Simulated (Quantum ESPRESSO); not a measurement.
pw.x input (Quantum ESPRESSO 7.5; PBEsol, PseudoDojo standard norm-conserving files, scalar-relativistic):

```
&CONTROL
  calculation = 'scf'
  pseudo_dir = './pseudo'
  outdir = './out'
  tprnfor = .true.
  tstress = .true.
/
&SYSTEM
  ibrav = 0
  nat = 3
  ntyp = 2
  ecutwfc = 70.0
  ecutrho = 280.0
  occupations = 'smearing'
  smearing = 'fd'
  degauss = 0.002
  nbnd = 18
  assume_isolated = '2D'
/
&ELECTRONS
  conv_thr = 3e-10
/
ATOMIC_SPECIES
I 126.9045 I.upf
Pb 207.2000 Pb.upf
CELL_PARAMETERS angstrom
  4.540718112753   0.000000000000   0.000000000000
 -2.270359056376   3.932377237068   0.000000000000
  0.000000000000   0.000000000000  16.700000000000
ATOMIC_POSITIONS crystal
I   0.333333000000   0.666666000000   0.110937466500
I   0.666666333333   0.333332666667  -0.110937466500
Pb   0.999999666667   0.999999333333   0.000000000000
K_POINTS automatic
12 12 1 0 0 0
```

End of the output:

```
     total energy              =    -191.49322279 Ry
     estimated scf accuracy    <       0.00000015 Ry
     total energy              =    -191.49322284 Ry
     estimated scf accuracy    <       0.00000001 Ry
     total energy              =    -191.49322284 Ry
     estimated scf accuracy    <          4.0E-10 Ry
[...]
     the Fermi energy is    -4.7326 ev
!    total energy              =    -191.49322284 Ry
     estimated scf accuracy    <          3.6E-11 Ry
     smearing contrib. (-TS)   =      -0.00000000 Ry
     internal energy E=F+TS    =    -191.49322284 Ry
     The total energy is F=E-TS. E is the sum of the following terms:
     one-electron contribution =    -790.90009456 Ry
     hartree contribution      =     398.02651830 Ry
     xc contribution           =     -54.44272729 Ry
     ewald contribution        =     255.82308070 Ry
     convergence has been achieved in  10 iterations
     Forces acting on atoms (cartesian axes, Ry/au):
     atom    1 type  1   force =     0.00000000    0.00000000    0.00023046
     atom    2 type  1   force =     0.00000000   -0.00000000   -0.00023046
     atom    3 type  2   force =     0.00000000    0.00000000    0.00000000
     Total force =     0.000326     Total SCF correction =     0.000015
```
In a gapped system the printed Fermi energy is only some level inside the gap.

Spin-orbit coupling is not included.

Geometry relaxed with PBEsol.
